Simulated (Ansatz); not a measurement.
LaZn$_{5}$:
```
CELL_PARAMETERS angstrom
      5.42473     0.00000     0.00000
     -2.71237     4.69796     0.00000
      0.00000     0.00000     4.20273
ATOMIC_POSITIONS crystal
  La 0.00000 0.00000 0.00000
  Zn 0.33333 0.66667 0.00000
  Zn 0.66667 0.33333 0.00000
  Zn 0.50000 0.00000 0.50000
  Zn 0.50000 0.50000 0.50000
  Zn 0.00000 0.50000 0.50000
```

Relaxed with r²SCAN. Special points in fractions of this cell's reciprocal vectors: Γ (0.000, 0.000, 0.000); M (0.500, 0.000, 0.000); K (0.333, 0.333, 0.000); A (0.000, 0.000, 0.500); L (0.500, 0.000, 0.500); H (0.333, 0.333, 0.500).

Problem. List the band energies nearest the Fermi level at these points for r²SCAN with spin–orbit coupling in the plane-wave PAW code Ansatz.

Solution. In eV from the Fermi level; about four levels below and three above (degenerate sets whole), none deeper than 8.9 eV; points with the same levels are listed once.

| k | below | above |
|---|---|---|
| Γ | -1.11 -1.11 -0.73 -0.73 | 0.01 0.01 0.13 0.13 |
| M | -2.47 -2.47 -0.70 -0.70 | 0.47 0.47 0.69 0.69 |
| K | -4.61 -4.61 -0.08 -0.08 | 0.01 0.01 0.01 0.01 0.02 0.02 |
| A | -1.16 -1.16 -1.16 -1.16 -0.27 -0.27 | 0.35 0.35 0.36 0.36 |
| L | -0.73 -0.73 -0.21 -0.21 | 1.02 1.02 1.74 1.74 |
| H | -1.97 -1.97 -1.87 -1.87 | 1.05 1.05 1.08 1.08 |

Space group P6/mmm. The workflow started from an entry of the Crystallography Open Database (COD, 296 K). Its standing as an ambient phase is unchecked. Symmetry was held in the r²SCAN relaxation; its stability against distortions is not shown here.

Potentials: the later of the program's two PAW sets.
